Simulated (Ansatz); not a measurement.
Relaxed-ion elastic tensor of Ir (simple cubic, Pm-3m) in GPa (Voigt order), DFT-PBEsol in the program Ansatz with PAW potentials; density 19.45 g/cm³, 16.41 Å³ per atom.

```
 524   152   152   0.0   0.0   0.0
 152   524   152   0.0   0.0   0.0
 152   152   524   0.0   0.0   0.0
 0.0   0.0   0.0  33.7   0.0   0.0
 0.0   0.0   0.0   0.0  33.7   0.0
 0.0   0.0   0.0   0.0   0.0  33.7
```

Question: Is the crystal mechanically stable?

Answer: Yes: the smallest eigenvalue of C is 33.7 GPa.

Question: Work out the Voigt, Reuss and Hill averages.

Answer: K_V = 276, K_R = 276, K_H = 276; G_V = 94.6, G_R = 50.1, G_H = 72.3 GPa.

Question: Give Young's modulus, Poisson's ratio, Pugh's ratio and the universal anisotropy index.

Answer: E = 9KG/(3K + G) = 199 GPa; ν = 0.38; K/G = 3.81 (ductile by the Pugh limit of 1.75); A_U = 5G_V/G_R + K_V/K_R − 6 = 4.45.

Question: Estimate the sound speeds and the Debye temperature.

Answer: v_l = √((K + 4G/3)/ρ) = 4370 m/s, v_t = √(G/ρ) = 1930 m/s, mean 2180 m/s; Θ = (h/k)(3n/4πV)^(1/3) v_m = 255 K.

Question: Give the Zener ratio and Young's modulus along [100], [110] and [111].

Answer: A = 2C44/(C11 − C12) = 0.18; 1/E = S11 − 2(S11 − S12 − S44/2)Γ with Γ = 0, 1/4, 1/3 gives 455, 121, 97.0 GPa.

Question: Solve the Christoffel equation for the three sound speeds along [100], [110], [111].

Answer: Eigenvalues of C_ijkl n_j n_l equal ρv². In km/s, slowest first: [100] 1.32, 1.32, 5.19; [110] 1.32, 3.09, 4.37; [111] 2.64, 2.64, 4.06.

A made-up cell: these elements were put on the sites of a structure type; neither database checked (COD, Materials Project) lists it. It is not the phase usual at ambient conditions (space group No. 225). The cell was relaxed with PBEsol under the symmetry of its start; its stability against distortions is not shown here. The run is not spin-polarised. As this level gives no gap, shear constants depend on the k-mesh and smearing (Fermi–Dirac, 0.1 eV here). Spin–orbit coupling is left out wherever it is not named.

Potentials: the later of the program's two PAW sets.
